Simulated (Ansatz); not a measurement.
## RbCaZnC₆N₆, before and after

The cell of RbCaZnC₆N₆ is invented: cyanide-bridged rock-salt net of two metals, 1 guest cations a cell (F-43m, No. 216). Lengths were set from tabulated atomic sizes, so they are only a guess.

start.cif

```cif
data_structure
_symmetry_space_group_name_H-M 'F-43m'
_symmetry_Int_Tables_number 216
_cell_length_a 10.5940
_cell_length_b 10.5940
_cell_length_c 10.5940
_cell_angle_alpha 90.000
_cell_angle_beta 90.000
_cell_angle_gamma 90.000
_cell_volume 1188.99
loop_
_atom_site_label
_atom_site_type_symbol
_atom_site_symmetry_multiplicity
_atom_site_Wyckoff_symbol
_atom_site_fract_x
_atom_site_fract_y
_atom_site_fract_z
_atom_site_occupancy
Rb1 Rb 4 c 0.25000 0.25000 0.25000 1
Ca1 Ca 4 b 0.50000 0.00000 0.00000 1
Zn1 Zn 4 a 0.00000 0.00000 0.00000 1
C1 C 24 f 0.18095 0.00000 0.00000 1
N1 N 24 f 0.29139 0.00000 0.00000 1
```

Theory: DFT PBE, scalar-relativistic, plane waves, PAW (Ansatz 0.2.0). Cutoff 420 eV, Gaussian smearing, Γ-centred meshes. Cell and atoms relax first on a coarse mesh and then on a finer one. In between, the cell is made exact in the group found at 0.06 Å. In metals the finer mesh still leaves noise of several meV/atom or more. The steps can't lower the symmetry of their start. No spin polarisation.

end.cif

```cif
data_structure
_symmetry_space_group_name_H-M 'F-43m'
_symmetry_Int_Tables_number 216
_cell_length_a 11.4979
_cell_length_b 11.4979
_cell_length_c 11.4979
_cell_angle_alpha 90.000
_cell_angle_beta 90.000
_cell_angle_gamma 90.000
_cell_volume 1520.03
loop_
_atom_site_label
_atom_site_type_symbol
_atom_site_symmetry_multiplicity
_atom_site_Wyckoff_symbol
_atom_site_fract_x
_atom_site_fract_y
_atom_site_fract_z
_atom_site_occupancy
Rb1 Rb 4 c 0.25000 0.25000 0.25000 1
Ca1 Ca 4 b 0.50000 0.00000 0.00000 1
Zn1 Zn 4 a 0.00000 0.00000 0.00000 1
C1 C 24 f 0.18630 0.00000 0.00000 1
N1 N 24 f 0.28790 0.00000 0.00000 1
```

The symmetry stays F-43m (No. 216). The volume per atom grows by 27.8 %, from 19.8 to 25.3 Å³. The shortest distance stays 1.17 Å (C–N). The energy falls by about 0.19 eV/atom (the start's value is from the coarse mesh). The end is written in a standard setting, so origin, axes and order of atoms can differ from the start's.

```yaml
Volume_per_atom: 25.33 Å³
Density: 1.52 g/cm³
Energy_over_the_elements: +0.15 eV/atom
Gap_on_the_6×6×6_mesh_of_the_15-atom_cell: 0 eV (a metal)
```

The zero of energy is the elements' standard structures at the same level (N₂ as a molecule); no fitted shifts are applied. A positive value: parting into the elements would lower its energy.

The last run used Gaussian smearing of 0.10 eV. An odd number of electrons in the primitive cell allows no gap without spin; a larger cell or a magnetic state could open one. The cell is a metal run without spin, though a test with spin on the coarse mesh kept 1.0 μB a cell, so a magnetic state probably lies lower. The reference form of C is held partly by dispersion forces, which this level lacks. A structure relaxed within its symmetry needn't be a true minimum. In all, the 3 runs took 3.4 min on 1 thread of Intel(R) Xeon(R) Platinum 8488C (Sapphire Rapids) (shared host).
